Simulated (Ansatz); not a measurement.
## BN: from a starting cell to a relaxed one

The start is a relaxed BN cell shaken by Gaussian noise of σ = 0.08 Å a coordinate. Cell shape, volume and atoms are optimised at zero target pressure with PBEsol (plane waves to 420 eV, PAW, scalar-relativistic; Ansatz, a first-principles code). The first steps use a coarse 8×8×2 k-mesh.

Initial structure:
```
BN
1.0
    2.54618     0.00000     0.00000
   -1.27309     2.20506     0.00000
    0.00000     0.00000    12.52737
B N
6 6
Direct
  0.01495   0.96657   0.00567
  0.04478   0.02687   0.49922
  0.69921   0.38331   0.83319
  0.37870   0.63036   0.33772
  0.68747   0.30735   0.16862
  0.33071   0.63545   0.66576
  0.93996   0.01891   0.87231
  0.92207   0.00756   0.36937
  0.65636   0.30734   0.70256
  0.33547   0.69285   0.22258
  0.68883   0.35604   0.04716
  0.33999   0.63242   0.53749
```

Question: What pressure does the first self-consistent step give?

Answer: +14.5 GPa (positive: the cell is compressed).

Question: By how much does the energy per atom fall from start to end?

Answer: 0.32 eV/atom.

Question: Does it find its way back to the structure it was made from?

Answer: The parent structure is recovered, P6₃mc (No. 186).

Question: How do the shortest distances between atoms change?

Answer: The closest pairs of elements (up to four, under 3.6 Å), start → end: B–N 1.29 → 1.56 Å; N–N 2.25 → 2.55 Å; B–B 2.42 → 2.55 Å.

It ends as:

```cif
data_B6N6
_chemical_formula_sum 'B6 N6'
_space_group_name_H-M_alt 'P63mc'
_space_group_IT_number 186
_space_group_name_Hall 'P 6c -2c'
_cell_length_a 2.54617
_cell_length_b 2.54617
_cell_length_c 12.52730
_cell_angle_alpha 90.000
_cell_angle_beta 90.000
_cell_angle_gamma 120.000
loop_
_atom_site_label
_atom_site_type_symbol
_atom_site_symmetry_multiplicity
_atom_site_Wyckoff_symbol
_atom_site_fract_x
_atom_site_fract_y
_atom_site_fract_z
_atom_site_occupancy
B1 B 2 a 0.00000 0.00000 0.00125 1
B2 B 2 b 0.33333 0.66667 0.33386 1
B3 B 2 b 0.66667 0.33333 0.16775 1
N1 N 2 a 0.00000 0.00000 0.37560 1
N2 N 2 b 0.33333 0.66667 0.20927 1
N3 N 2 b 0.66667 0.33333 0.04311 1
```

Final values are on a 12×12×3 k-mesh of the relaxed cell. No spin polarisation in the result.

The first start was generated by placing the elements on the sites of a structure type. A measured structure of BN has the same space group, P6₃mc (No. 186); the sites were not compared with it.
